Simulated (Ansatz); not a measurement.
# VP2 (CdI2-type structure)

The computed numbers are results of PBEsol, scalar-relativistic (collinear spin) in the plane-wave PAW code Ansatz at 420 eV, 12×12×6 k-mesh, Gaussian smearing of 0.05 eV; PAW files: Ansatz's generated set soft_2.

```
CELL_PARAMETERS angstrom
2.95748 0.00000 0.00000
-1.47874 2.56125 0.00000
0.00000 0.00000 5.16947
ATOMIC_POSITIONS crystal
V 0.00000 0.00000 0.00000
P 0.33333 0.66667 0.31877
P 0.66667 0.33333 0.68123
```

The structure was built from a prototype; whether the compound forms in it isn't claimed.

Magnetic state: non-magnetic, site spin moments none.

Cell and atoms are those of this level's equilibrium.

The cell has space group P-3m1 (read at 0.01 Å). In it the stress is 0.00, 0.00, 0.00, 0.00, 0.00, 0.00 GPa and the largest force component 0.000 eV/Å. Each change below starts from this cell, without further relaxation. Stress is in GPa, positive in compression, in the order xx, yy, zz, yz, xz, xy; energies are counted from the cell above and are free energies with the smearing's entropy, which match forces and stress in a metal.

What happens when atom 3 (P) is moved by 0.08 Å along z?

The energy changes by 36.2 meV per cell, and the force on it along the shift is -0.927 eV/Å (−F/u = 11.59 eV/Å²). Stress: 1.82, 1.82, 5.06, 0.00, 0.00, 0.00.
```tsv
atom	Fx (eV/Å)	Fy	Fz
V1	0.000	0.000	0.722
P2	0.000	0.000	0.205
P3	0.000	0.000	-0.927
```
In a harmonic crystal the energy would rise by −½F·u = ½ × 11.59 × 0.08² eV = 37.1 meV, which matches.

What stress follows from an engineering strain of -1 % in zz, atoms carried along?

0.99, 0.99, 4.59, 0.00, 0.00, 0.00 GPa; the energy changes by 5.5 meV per cell.
```
atom  Fx (eV/Å)     Fy      Fz
  V1      0.000  0.000   0.000
  P2      0.000  0.000   0.129
  P3      0.000  0.000  -0.129
```
The change of the stress over the strain gives a clamped-atom stiffness of about 459 GPa for this component, a secant value that lies under the elastic constant in tension and over it in compression, by several per cent for each per cent of strain.
In a harmonic crystal the energy would rise by V(½Cε² − σ₀ε), with σ₀ the stress of the unstrained cell, = 5.6 meV, which matches.

The starting moments died out; a magnetic state reached from other starts isn't excluded.
